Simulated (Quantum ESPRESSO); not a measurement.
Pt3Zr3PdW, a guest atom moved from site to site

A calculation, not a measurement. The program is pw.x of Quantum ESPRESSO 7.5 (plane-wave density functional theory). The cell is made up: eight metal atoms on a face-centred cubic lattice, with elements, volume, strain and displacements drawn at random and not relaxed, so it may be unstable or far from any real phase. PseudoDojo standard norm-conserving files set the functional (PBE unless stated); there is no spin polarisation or spin-orbit coupling, the Fermi-Dirac width of 0.25 eV means electrons at about 2900 K, and the masses in the input are unused placeholders. Heavy elements are run without spin-orbit coupling, which real alloys of them have. A spin test at this wide smearing found no moment, but such smearing suppresses magnetism that the real alloy may have.

The runs move one Pt atom among sites that otherwise hold Zr. Cell, positions, cutoff, mesh and smearing stay as in the input of run 1; sites are counted in its order. Stress in the tables is positive in tension.

Input of run 1:

```
&control calculation='scf', pseudo_dir='./dojo.nc.sr.pbe.v0_5.standard.upf', outdir='./o', disk_io='minimal', tprnfor=.true., tstress=.true. /
&system ibrav=0, nat=8, ntyp=4, nbnd=79, ecutwfc=84.00895049, nosym=.true., tot_charge=0,
 occupations='smearing', smearing='fd', degauss=0.0183746611
/
&electrons conv_thr=1.470e-08, electron_maxstep=70, mixing_beta=0.5 /
ATOMIC_SPECIES
Pd 1.0 Pd.upf
Pt 1.0 Pt.upf
W 1.0 W.upf
Zr 1.0 Zr.upf
CELL_PARAMETERS angstrom
-4.3025 -0.0493 0.0081
-2.1965 -4.2837 -2.2055
-2.2128 -4.2377 6.5408
ATOMIC_POSITIONS angstrom
Pt -0.0002 0.0084 -0.0273
Zr -2.1289 -4.2261 2.2585
Pd -2.0851 -2.2509 -0.0292
Zr -4.3532 -6.3573 2.1423
Zr -4.3748 -4.2571 4.4186
Pt -4.3614 -4.3414 0.0776
Pt -4.3723 -2.0767 2.2793
W -6.4578 -6.4706 4.4198
K_POINTS automatic
6 5 3 1 1 1
```

| run | elements on sites 1 to 8 | free energy less that of run 1 (eV) | -TS (eV) | pressure (GPa) | stress xx (GPa) | stress yy (GPa) | stress zz (GPa) | stress yz (GPa) | stress xz (GPa) | stress xy (GPa) | iterations |
| --- | --- | --- | --- | --- | --- | --- | --- | --- | --- | --- | --- |
| 1 | Pt Zr Pd Zr Zr Pt Pt W | 0.000 | -1.682 | -13.06 | 13.80 | 11.76 | 13.63 | -2.41 | -0.17 | 1.18 | 21 |
| 2 | Zr Pt Pd Zr Zr Pt Pt W | -0.356 | -1.684 | -13.02 | 13.98 | 12.72 | 12.37 | 0.00 | 0.00 | 1.56 | 20 |
| 3 | Zr Zr Pd Pt Zr Pt Pt W | -1.430 | -1.678 | -14.75 | 13.40 | 17.15 | 13.71 | -0.15 | -0.38 | 1.32 | 19 |
| 4 | Zr Zr Pd Zr Pt Pt Pt W | -1.354 | -1.725 | -14.63 | 17.22 | 9.26 | 17.42 | -1.39 | -0.06 | 1.64 | 20 |

Forces Fx Fy Fz (eV/Å):

```
site             run 1             run 2              run 3             run 4
   1  -0.05 0.45 -0.26   0.19 -0.65 3.18    0.17 -0.22 1.95   0.12 -1.15 1.25
   2  -0.55 0.50 -2.62  -0.06 -0.37 0.34  -0.42 -0.06 -2.08  -0.39 0.91 -1.12
   3  -0.16 0.25 -0.50  -0.09 0.16 -0.13   -0.15 0.32 -0.26  -0.12 0.23 -0.40
   4   0.08 -0.11 0.27  -0.21 1.49 -1.78     0.00 0.00 0.44   0.16 -0.36 0.26
   5   0.48 -0.61 1.62  0.43 -0.96 -1.26    0.45 0.05 -0.29   0.03 -0.27 0.07
   6   0.15 0.27 -0.09   0.00 0.56 -0.62    0.11 0.42 -0.45   0.10 0.48 -0.21
   7   0.18 -0.51 0.19   0.15 -0.33 0.21    0.20 -0.47 0.33   0.19 -0.31 0.18
   8  -0.11 -0.25 1.40   -0.41 0.11 0.05   -0.36 -0.04 0.36  -0.09 0.46 -0.01
```

The sites are displaced and not relaxed, so the energy differences mix bonding between neighbours with strain and are not ordering energies. A rerun of one cell of this series at a higher cutoff and on a denser mesh moved values by no more than 0.004 eV in energy, 0.02 GPa in stress and 0.003 eV/Å in force, and a second program with other atomic files agreed on that cell to 2 % rms in force and 0.5 GPa in pressure.